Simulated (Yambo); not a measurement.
Convergence of the G0W0 gap of LiNbO3

G0W0@PBEsol for LiNbO3 (centrosymmetric, paraelectric, space group R-3c, No. 167) in Yambo. Reference settings: 2×2×2 Γ-centred k mesh, bands 5 to 174 and a 7 Ry block in the screening, 174 bands in G with the Bruneval-Gonze terminator, plasmon pole fitted at 27.2 eV. The PBEsol gap Γ → F on this mesh is 2.45 eV; G0W0 gaps are taken between the same points.

```csv
change from the reference,G0W0 gap Γ → F (eV),shift of the valence edge (eV),rough Yambo cost
reference settings,3.67,-0.24,1
"76 bands in W, 76 bands in G",3.88,-0.07,about 1/2
"118 bands in W, 118 bands in G",3.74,-0.18,within a factor of two
76 bands in G,3.72,-0.20,–
118 bands in G,3.69,-0.23,–
90 bands in W,3.79,-0.14,within a factor of two
2 Ry block,4.48,-0.57,within a factor of two
3 Ry block,3.87,-0.23,within a factor of two
6 Ry block,3.68,-0.21,within a factor of two
pole fitted at 10 eV,3.67,-0.14,–
no random integration,3.61,0.03,–
"76 bands in G, no terminator",3.84,0.45,–
"118 bands in G, no terminator",3.75,0.15,–
no terminator,3.68,-0.01,–
```

The reference isn't shown to be the converged limit. Costs are rough (shared machines), scaled to the same edge states, and given only for runs that recompute the screening. The mesh misses a band edge: along a dense path the PBEsol gap is 2.38 eV against 2.45 eV on the mesh.

Spin-orbit splittings are left out.

Geometry of the Materials Project entry, not relaxed at this level; primitive cell a = 5.544 Å, b = 5.544 Å, c = 5.544 Å, α = 56.75°, β = 56.75°, γ = 56.75°.

This is not the ordinary phase of the substance.

A shift is the quasiparticle energy of the state minus its PBEsol energy.
